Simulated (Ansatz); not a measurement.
The relaxed structure here is a generated cell of CdS: the first start was made by a random draw of sites in a space group, and the end was not matched to a known phase here, so it may be hypothetical. Known forms of CdS include space group No. 186, 216.

A relaxed structure of CdS. Space group P6₃/mmc (No. 194), NiAs type. These are r2SCAN (plane waves to 500 eV, PAW, scalar-relativistic; Ansatz, an electronic-structure program) values and carry that method's errors.

```cif
data_Cd2S2
_chemical_formula_sum 'Cd2 S2'
_space_group_name_H-M_alt 'P63/mmc'
_space_group_IT_number 194
_space_group_name_Hall '-P 6c 2c'
_cell_length_a 3.83996
_cell_length_b 3.83996
_cell_length_c 6.44731
_cell_angle_alpha 90.000
_cell_angle_beta 90.000
_cell_angle_gamma 120.000
loop_
_atom_site_label
_atom_site_type_symbol
_atom_site_symmetry_multiplicity
_atom_site_Wyckoff_symbol
_atom_site_fract_x
_atom_site_fract_y
_atom_site_fract_z
_atom_site_occupancy
Cd1 Cd 2 a 0.00000 0.00000 0.00000 1
S1 S 2 c 0.33333 0.66667 0.25000 1
```

| Property | Value |
|---|---|
| Volume per atom | 20.58 Å³ |
| Band gap | 1.26 eV, direct at Γ (no spin-orbit coupling) |
| Shortest distances | Cd–S 2.74 Å; Cd–Cd 3.22 Å |
| k-mesh | 10×10×5 |

Band energies at high-symmetry points (eV from the VBM; labels of this space group; no spin-orbit coupling), from −5 eV up to 4.6 eV:

```
point                                            energies
-----  --------------------------------------------------
Γ             -4.93 -0.96 -0.79 -0.79 0.00 0.00 1.26 4.00
M      -4.49 -3.80 -3.14 -2.11 -1.43 -0.05 2.95 4.21 4.34
K                -4.84 -3.04 -2.29 -2.29 -1.98 -1.98 1.47
A           -3.51 -3.51 -0.37 -0.37 -0.37 -0.37 3.65 3.65
L           -4.69 -4.69 -1.35 -1.35 -1.19 -1.19 2.55 2.55
H           -4.21 -4.21 -3.41 -3.41 -0.38 -0.38 4.07 4.07
```

No spin polarisation in the result.

The run could not lose the symmetry of its start: the end is stationary, and may be a saddle point rather than a minimum.
